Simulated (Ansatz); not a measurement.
With DFT-PBEsol in the program Ansatz with PAW potentials, GaRu3C in the anti-perovskite structure (Pm-3m) relaxes to a = 3.977 Å. Ga has 12 nearest neighbours from 2.81 Å (cuboctahedral); C has 6 nearest neighbours from 1.99 Å (octahedral). Its formation energy from the elements is 0.054 eV/atom, with no fitted shifts.

Electronic character: metallic (no gap). Gap from PBEsol with spin–orbit coupling: none (metallic).

The bulk modulus is 275 GPa. The relaxed-ion elastic constants in GPa are C11 = 547, C12 = 140, C44 = 103. The elastic constants imply a Debye temperature near 522 K. The highest mode at Γ lies at 564 cm^-1.

The start of the workflow was typed in or built on a structure type; neither database checked (COD, Materials Project) lists it. Whether it is the stable phase at ambient conditions was not checked. The cell was relaxed with PBEsol under the symmetry of its start; phonons show weakly imaginary modes. The run is not spin-polarised. As this level gives no gap, shear constants depend on the k-mesh and smearing (Fermi–Dirac, 0.1 eV here). As this level gives no gap, phonon frequencies hold no LO–TO term and depend on the k-mesh and smearing (Fermi–Dirac, 0.1 eV here). The references are the lowest solids computed at this level, not always the standard phases. Spin–orbit coupling is left out wherever it is not named.

Potentials: the later of the program's two PAW sets.
